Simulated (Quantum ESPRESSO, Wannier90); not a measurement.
Wannier functions of Li₂Pd (P6/mmm)

Cell from Materials Project (mp-728), symmetrised, no further relaxation. COD (Crystallography Open Database) has an entry of this formula and space group (matched by these alone). Level: PBEsol, no spin polarisation, no spin-orbit coupling; pw.x of Quantum ESPRESSO at 66 Ry with PseudoDojo potentials, 6×6×8 k-points, Wannier90. Density: 12×12×16 mesh, cold smearing 0.01 Ry.

On the energy scale of pw.x, whose zero is arbitrary, the Fermi level lies at 8.57 eV.

Input w.win:

```
num_bands = 27
num_wann = 17
exclude_bands = 5-6
num_iter = 1000
conv_tol = 1.0e-6
conv_window = 4
dis_num_iter = 1000
dis_conv_tol = 1.0e-6
dis_froz_max = 10.07
dis_mix_ratio = 0.2
write_hr = true
write_u_matrices = true
begin projections
f=0.32891,-0.32502,0.50626: s;p
f=-0.32394,0.33741,0.48642: s;p
f=-0.00789,0.00574,0.00159: s;p;d
end projections
begin unit_cell_cart
ang
    4.2051201100    0.0000000000    0.0000000000
   -2.1025600550    3.6417408412    0.0000000000
    0.0000000000    0.0000000000    2.6798600000
end unit_cell_cart
begin atoms_frac
Li   0.3333333333 -0.3333333333  0.5000000000
Li  -0.3333333333  0.3333333333  0.5000000000
Pd   0.0000000000  0.0000000000  0.0000000000
end atoms_frac
mp_grid = 6 6 8
begin kpoints
0.0000000000 0.0000000000 0.0000000000
0.0000000000 0.0000000000 0.1250000000
0.0000000000 0.0000000000 0.2500000000
... (285 more lines: the 6x6x8 mesh through Gamma)
end kpoints
```

Input of pw2wannier90.x that gives the overlap and projection files (equivalent; here they were cut from one run over all bands):

```
&inputpp
  outdir = './out'
  prefix = 'pwscf'
  seedname = 'w'
  write_amn = .true.
  write_mmn = .true.
/
```

Output w.wout (banner and timings cut):

```
                                    ------
                                    SYSTEM
                                    ------

                              Lattice Vectors (Ang)
                    a_1     4.205120   0.000000   0.000000
                    a_2    -2.102560   3.641741   0.000000
                    a_3     0.000000   0.000000   2.679860

                   Unit Cell Volume:      41.03926  (Ang^3)

                        Reciprocal-Space Vectors (Ang^-1)
                    b_1     1.494175   0.862662  -0.000000
                    b_2     0.000000   1.725325   0.000000
                    b_3     0.000000  -0.000000   2.344595

 *----------------------------------------------------------------------------*
 |   Site       Fractional Coordinate          Cartesian Coordinate (Ang)     |
 +----------------------------------------------------------------------------+
 | li   1   0.33333  -0.33333   0.50000   |    2.10256  -1.21391   1.33993    |
 | li   2  -0.33333   0.33333   0.50000   |   -2.10256   1.21391   1.33993    |
 | pd   1   0.00000   0.00000   0.00000   |    0.00000   0.00000   0.00000    |
 *----------------------------------------------------------------------------*
                                ------------
                                K-POINT GRID
                                ------------

             Grid size =  6 x  6 x  8      Total points =  288

 *---------------------------------- MAIN ------------------------------------*
 |  Number of Wannier Functions               :                17             |
 |  Number of Objective Wannier Functions     :                17             |
 |  Number of input Bloch states              :                27             |
 |  Output verbosity (1=low, 5=high)          :                 1             |
 |  Timing Level (1=low, 5=high)              :                 1             |
 |  Optimisation (0=memory, 3=speed)          :                 3             |
 |  Length Unit                               :               Ang             |
 |  Post-processing setup (write *.nnkp)      :                 F             |
 |  Using Gamma-only branch of algorithms     :                 F             |
 *----------------------------------------------------------------------------*
 *------------------------------- WANNIERISE ---------------------------------*
 |  Total number of iterations                :              1000             |
 |  Number of CG steps before reset           :                 5             |
 |  Trial step length for line search         :             2.000             |
 |  Convergence tolerence                     :         0.100E-05             |
 |  Convergence window                        :                 4             |
 |  Iterations between writing output         :                 1             |
 |  Iterations between backing up to disk     :               100             |
 |  Write r^2_nm to file                      :                 F             |
 |  Write xyz WF centres to file              :                 F             |
 |  Write on-site energies <0n|H|0n> to file  :                 F             |
 |  Use guiding centre to control phases      :                 F             |
 |  Use phases for initial projections        :                 F             |
 *----------------------------------------------------------------------------*
 *------------------------------- DISENTANGLE --------------------------------*
 |  Using band disentanglement                :                 T             |
 |  Total number of iterations                :              1000             |
 |  Mixing ratio                              :             0.200             |
 |  Convergence tolerence                     :         1.000E-06             |
 |  Convergence window                        :                 3             |
 *----------------------------------------------------------------------------*
 *-------------------------------- PLOTTING ----------------------------------*
 |  Plotting Hamiltonian in WF basis          :                 T             |
 *----------------------------------------------------------------------------*

 *---------------------------------- K-MESH ----------------------------------*
 +----------------------------------------------------------------------------+
 |                    Distance to Nearest-Neighbour Shells                    |
 |                    ------------------------------------                    |
 |          Shell             Distance (Ang^-1)          Multiplicity         |
 |          -----             -----------------          ------------         |
 |             1                   0.287554                      6            |
 |             2                   0.293074                      2            |
 |             3                   0.410585                     12            |
 |             4                   0.498058                      6            |
 |             5                   0.575108                      6            |
 |             6                   0.577888                     12            |
 |             7                   0.586149                      2            |
 |             8                   0.645478                     12            |
       ... (lines left out)
 +----------------------------------------------------------------------------+
 | The b-vectors are chosen automatically                                     |
 | The following shells are used:                       1,  2                 |
 +----------------------------------------------------------------------------+
 |                        Shell   # Nearest-Neighbours                        |
 |                        -----   --------------------                        |
 |                          1               6                                 |
 |                          2               2                                 |
 +----------------------------------------------------------------------------+
 | Completeness relation is fully satisfied [Eq. (B1), PRB 56, 12847 (1997)]  |
 +----------------------------------------------------------------------------+
 |                  b_k Vectors (Ang^-1) and Weights (Ang^2)                  |
 |                  ----------------------------------------                  |
 |            No.         b_k(x)      b_k(y)      b_k(z)        w_b           |
 |            ---        --------------------------------     --------        |
 |             1         0.000000    0.287554    0.000000     4.031249        |
 |             2         0.249029    0.143777    0.000000     4.031249        |
 |             3         0.000000   -0.287554    0.000000     4.031249        |
 |             4         0.249029   -0.143777    0.000000     4.031249        |
 |             5        -0.249029   -0.143777    0.000000     4.031249        |
 |             6        -0.249029    0.143777    0.000000     4.031249        |
 |             7         0.000000    0.000000    0.293074     5.821226        |
 |             8         0.000000    0.000000   -0.293074     5.821226        |
 +----------------------------------------------------------------------------+
 |                           b_k Directions (Ang^-1)                          |
 |                           -----------------------                          |
 |            No.           x           y           z                         |
 |            ---        --------------------------------                     |
 |             1         0.000000    0.287554    0.000000                     |
 |             2         0.249029    0.143777    0.000000                     |
 |             3         0.249029   -0.143777    0.000000                     |
 |             4         0.000000    0.000000    0.293074                     |
 +----------------------------------------------------------------------------+

 Starting a new Wannier90 calculation ...

 Reading overlaps from w.mmn

 Reading projections from w.amn

 *------------------------------- DISENTANGLE --------------------------------*
 +----------------------------------------------------------------------------+
 |                              Energy  Windows                               |
 |                              ---------------                               |
 |                   Outer:  -75.37043  to   37.59237  (eV)                   |
 |                   Inner:  -75.37043  to   10.07000  (eV)                   |
 +----------------------------------------------------------------------------+
   Number of target bands to extract:   17

                   Unitarised projection of Wannier functions
                   ------------------------------------------
   A_mn = <psi_m|g_n> --> S = A.A^+ --> U = S^-1/2.A
   In dis_project... done
   Using an inner window (linner = T)
   In dis_proj_froz... done

                   Extraction of optimally-connected subspace
                   ------------------------------------------
 +---------------------------------------------------------------------+<-- DIS
 |  Iter     Omega_I(i-1)      Omega_I(i)      Delta (frac.)           |<-- DIS
 +---------------------------------------------------------------------+<-- DIS
       1      19.22372141      16.62318120       1.564E-01    <-- DIS
       2      17.76525382      16.31898349       8.863E-02    <-- DIS
       3      17.40771876      16.05692419       8.413E-02    <-- DIS
       4      17.07529306      15.82710704       7.886E-02    <-- DIS
       5      16.76876221      15.62289334       7.335E-02    <-- DIS
       6      16.48750527      15.43960555       6.787E-02    <-- DIS
       ... (lines left out)
     101      12.79294580      12.78918105       2.944E-04    <-- DIS
       ... (lines left out)
     201      12.75892308      12.75910125      -1.396E-05    <-- DIS
       ... (lines left out)
     293      12.75728796      12.75730051      -9.842E-07    <-- DIS
     294      12.75727202      12.75728392      -9.328E-07    <-- DIS
     295      12.75725605      12.75726731      -8.825E-07    <-- DIS

             <<<      Delta < 1.000E-06  over  3 iterations     >>>
             <<< Disentanglement convergence criteria satisfied >>>

        Final Omega_I    12.75726731 (Ang^2)

 +----------------------------------------------------------------------------+

 Writing checkpoint file w.chk... done

 *------------------------------- WANNIERISE ---------------------------------*
 +--------------------------------------------------------------------+<-- CONV
 | Iter  Delta Spread     RMS Gradient      Spread (Ang^2)            |<-- CONV
 +--------------------------------------------------------------------+<-- CONV

 ------------------------------------------------------------------------------
 Initial State
  WF centre and spread    1  (  2.086862, -1.202920,  1.355479 )     2.55306901
  WF centre and spread    2  (  2.102870, -1.211407,  1.327541 )     1.93635338
  WF centre and spread    3  (  2.121054, -0.834884,  1.373291 )     2.33314557
  WF centre and spread    4  (  2.100549, -1.609474,  1.373989 )     2.33732330
  WF centre and spread    5  ( -2.075015,  1.214597,  1.313771 )     2.55510706
  WF centre and spread    6  ( -2.100146,  1.215740,  1.360676 )     1.93652602
  WF centre and spread    7  ( -2.109756,  0.838230,  1.301731 )     2.34620311
  WF centre and spread    8  ( -2.096888,  1.588904,  1.302323 )     2.33822287
  WF centre and spread    9  ( -0.038725,  0.018490,  0.003584 )     0.44539018
  WF centre and spread   10  ( -0.042896,  0.020195,  0.002857 )     0.49488499
  WF centre and spread   11  ( -0.026228,  0.019973,  0.003977 )     0.48589075
  WF centre and spread   12  ( -0.042945,  0.012851,  0.003928 )     0.48523003
  WF centre and spread   13  (  0.012794, -0.005794, -0.004040 )     0.94252881
  WF centre and spread   14  (  0.033550,  0.002349, -0.003602 )     0.69566698
  WF centre and spread   15  ( -0.004314, -0.014721, -0.003689 )     0.69831044
  WF centre and spread   16  (  0.038240, -0.014308,  0.000213 )     0.75021881
  WF centre and spread   17  (  0.032868, -0.017641,  0.000231 )     0.75139149
  Sum of centres and spreads ( -0.008127,  0.020178, 10.712260 )    24.08546282

      0     0.241E+02     0.0000000000       24.0854627982  <-- CONV
        O_D=      0.0158430 O_OD=     11.3123525 O_TOT=     24.0854628 <-- SPRD
 ------------------------------------------------------------------------------
      1    -0.117E+01     0.4254852674       22.9202431685  <-- CONV
        O_D=      0.0440054 O_OD=     10.1189704 O_TOT=     22.9202432 <-- SPRD
      2    -0.865E+00     0.7045885243       22.0547845733  <-- CONV
        O_D=      0.0365897 O_OD=      9.2609276 O_TOT=     22.0547846 <-- SPRD
      3    -0.408E+00     0.4784041159       21.6464800732  <-- CONV
        O_D=      0.0325571 O_OD=      8.8566557 O_TOT=     21.6464801 <-- SPRD
      4    -0.240E+00     0.3514739606       21.4065556276  <-- CONV
        O_D=      0.0276975 O_OD=      8.6215909 O_TOT=     21.4065556 <-- SPRD
      5    -0.143E+00     0.2699783533       21.2639891850  <-- CONV
        O_D=      0.0248203 O_OD=      8.4819015 O_TOT=     21.2639892 <-- SPRD
       ... (lines left out)
    100    -0.587E-02     0.0491936611       16.4502170913  <-- CONV
        O_D=      0.0130258 O_OD=      3.6799240 O_TOT=     16.4502171 <-- SPRD
       ... (lines left out)
    200    -0.352E-02     0.0386088593       16.0683942793  <-- CONV
        O_D=      0.0129245 O_OD=      3.2982025 O_TOT=     16.0683943 <-- SPRD
       ... (lines left out)
    300    -0.106E-02     0.0226600436       15.8147615839  <-- CONV
        O_D=      0.0130105 O_OD=      3.0444837 O_TOT=     15.8147616 <-- SPRD
       ... (lines left out)
    400    -0.225E-03     0.0096323717       15.7602903161  <-- CONV
        O_D=      0.0129082 O_OD=      2.9901149 O_TOT=     15.7602903 <-- SPRD
       ... (lines left out)
    500    -0.152E-03     0.0080467320       15.7413988990  <-- CONV
        O_D=      0.0128954 O_OD=      2.9712362 O_TOT=     15.7413989 <-- SPRD
       ... (lines left out)
    600    -0.404E-04     0.0044081499       15.7316067817  <-- CONV
        O_D=      0.0128869 O_OD=      2.9614526 O_TOT=     15.7316068 <-- SPRD
       ... (lines left out)
    700    -0.800E-05     0.0018272071       15.7294317068  <-- CONV
        O_D=      0.0128723 O_OD=      2.9592921 O_TOT=     15.7294317 <-- SPRD
       ... (lines left out)
    800    -0.216E-05     0.0009665215       15.7290004429  <-- CONV
        O_D=      0.0128703 O_OD=      2.9588628 O_TOT=     15.7290004 <-- SPRD
       ... (lines left out)
    900    -0.811E-06     0.0006251662       15.7288525429  <-- CONV
        O_D=      0.0128709 O_OD=      2.9587143 O_TOT=     15.7288525 <-- SPRD
       ... (lines left out)
    913    -0.724E-06     0.0007474118       15.7288401034  <-- CONV
        O_D=      0.0128707 O_OD=      2.9587021 O_TOT=     15.7288401 <-- SPRD
    914    -0.968E-06     0.0005815783       15.7288391351  <-- CONV
        O_D=      0.0128706 O_OD=      2.9587013 O_TOT=     15.7288391 <-- SPRD
    915    -0.925E-06     0.0006498621       15.7288382101  <-- CONV
        O_D=      0.0128701 O_OD=      2.9587008 O_TOT=     15.7288382 <-- SPRD
             <<<     Delta < 1.000E-06  over  4 iterations     >>>
             <<< Wannierisation convergence criteria satisfied >>>
 Final State
  WF centre and spread    1  (  1.322426, -0.761469,  1.513904 )     1.41003265
  WF centre and spread    2  (  2.103294, -1.210942,  0.877171 )     1.68540507
  WF centre and spread    3  (  2.871612, -0.767106,  1.518812 )     1.40916652
  WF centre and spread    4  (  2.101684, -2.106541,  1.516624 )     1.40989118
  WF centre and spread    5  ( -1.321206,  0.765200,  1.165315 )     1.41116571
  WF centre and spread    6  ( -2.105708,  1.217909,  1.803171 )     1.68571220
  WF centre and spread    7  ( -2.873124,  0.771139,  1.157861 )     1.40480674
  WF centre and spread    8  ( -2.102792,  2.106788,  1.159100 )     1.40583143
  WF centre and spread    9  ( -0.144242, -0.284049,  0.167168 )     0.43007807
  WF centre and spread   10  ( -0.111565,  0.085742,  0.329445 )     0.48694906
  WF centre and spread   11  ( -0.374510,  0.023424, -0.008760 )     0.44713133
  WF centre and spread   12  ( -0.049213,  0.374441,  0.001705 )     0.44308694
  WF centre and spread   13  ( -0.114026,  0.113251, -0.308152 )     0.49220784
  WF centre and spread   14  (  0.296825,  0.069331, -0.229778 )     0.37873596
  WF centre and spread   15  ( -0.029339, -0.290486, -0.242234 )     0.38068676
  WF centre and spread   16  (  0.265324,  0.156432,  0.190248 )     0.42311137
  WF centre and spread   17  (  0.258128, -0.245290,  0.100883 )     0.42483939
  Sum of centres and spreads ( -0.006433,  0.017773, 10.712480 )    15.72883823

         Spreads (Ang^2)       Omega I      =    12.757267310
        ================       Omega D      =     0.012870126
                               Omega OD     =     2.958700774
    Final Spread (Ang^2)       Omega Total  =    15.728838210
```
